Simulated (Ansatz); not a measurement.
HCN on a (101) slab of WC (P-6m2 (No. 187)), 8 planes, outer planes C (top) and W (bottom), 1 a cell of 44.0 Å², relaxed and still whole (its atoms last):

```
CELL_PARAMETERS angstrom
5.80381 0.00000 0.00000
-2.90191 7.57358 0.00000
0.00000 0.00000 26.16866
ATOMIC_POSITIONS crystal
W 0.86011 0.72022 0.30571
W 0.86011 0.22022 0.30571
W 0.36011 0.72022 0.30571
W 0.36011 0.22022 0.30571
C 0.00346 0.00692 0.31768
C 0.00346 0.50692 0.31768
C 0.50346 0.00692 0.31768
C 0.50346 0.50692 0.31768
W 0.72022 0.44044 0.37755
W 0.72022 0.94044 0.37755
W 0.22022 0.44044 0.37755
W 0.22022 0.94044 0.37755
C 0.86357 0.72714 0.38952
C 0.86357 0.22714 0.38952
C 0.36357 0.72714 0.38952
C 0.36357 0.22714 0.38952
W 0.58054 0.16050 0.45030
W 0.58162 0.66100 0.44991
W 0.08037 0.16005 0.45029
W 0.07967 0.66103 0.44991
C 0.72293 0.44537 0.46071
C 0.72191 0.94459 0.46175
C 0.22273 0.44505 0.46057
C 0.22334 0.94460 0.46175
W 0.43641 0.87297 0.52066
W 0.43986 0.37819 0.52071
W 0.93823 0.87667 0.52259
W 0.93933 0.37821 0.52072
C 0.59233 0.18328 0.53216
C 0.58282 0.67262 0.53137
C 0.09349 0.18608 0.53154
C 0.09026 0.67284 0.53135
C 0.95507 0.91244 0.64660
N 0.94665 0.89543 0.60248
H 0.96665 0.93542 0.68699
```

All numbers below come from DFT PBE+D3(BJ), scalar-relativistic, plane waves, PAW in Ansatz 0.2.0. Settings: cutoff 420 eV, Γ-centred mesh 4×3×1 on the computed 35-atom cell, Gaussian smearing of 0.10 eV; no spin polarisation. The cell repeats along c with a dipole correction in the vacuum.

It binds with 1.16 eV a molecule against the clean slab and the free molecule (no zero-point or thermal terms); its shortest contact is N–W 2.10 Å. Take first-order desorption with no barrier to adsorption, no reaction on the face and an assumed prefactor of 10^13 s⁻¹.

Task: How long does a molecule stay at 300 K?

Result: τ = ν⁻¹·exp(E/k_BT) with k_BT = 0.0259 eV: E/k_BT = 44.9, so τ ≈ 3×10^6 s. It outlasts a purge of seconds.

Task: Where does its peak lie in a desorption experiment heated at 2 K/s?

Result: The peak obeys E/(k_B·T_p²) = (ν/β)·exp(−E/k_BT_p). Solving gives T_p ≈ 423 K (E/k_BT_p = 31.8). An error of 0.1 eV in E moves it by about 36 K, and larger molecules have larger prefactors, which lowers it.

The molecule may also break up before it leaves, which wasn't tried.